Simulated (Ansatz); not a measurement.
Cs₂As₃ in space group Fmmm (No. 69; Cs on 8f, Cs on 8h, As on 16n, As on 8i) at seven volumes, the program Ansatz at the r²SCAN level (PAW), shape and atoms relaxed at each. One row is withheld.

```tsv
V (Å³/atom)	P (GPa)
36.886	1.50
38.102	0.93
39.318	0.42
40.534	0.00
41.750	?
42.966	-0.64
44.182	-0.87
```

Question: Fit the shown pressures and predict the withheld one.

Answer: P = (3/2)B₀(x^(7/2) − x^(5/2))[1 + (3/4)(B′ − 4)(x − 1)] with x = (V₀/V)^(2/3). Least squares on the six rows gives V₀ = 40.553 Å³/atom, B₀ = 12.6 GPa, B′ = 4.89. At V = 41.750, x = 0.9808 and P = -0.34 GPa. The run itself gave -0.35 GPa.

The first step of the workflow began from a Materials Project structure, measured or hypothetical; the Crystallography Open Database copy checked does not list it. Its standing as an ambient phase is unchecked. The cell was relaxed with r²SCAN under the symmetry of its start; whether a distortion lowers the energy is not shown. Spin–orbit coupling is left out wherever it is not named.

Potentials: the later of the program's two PAW sets.
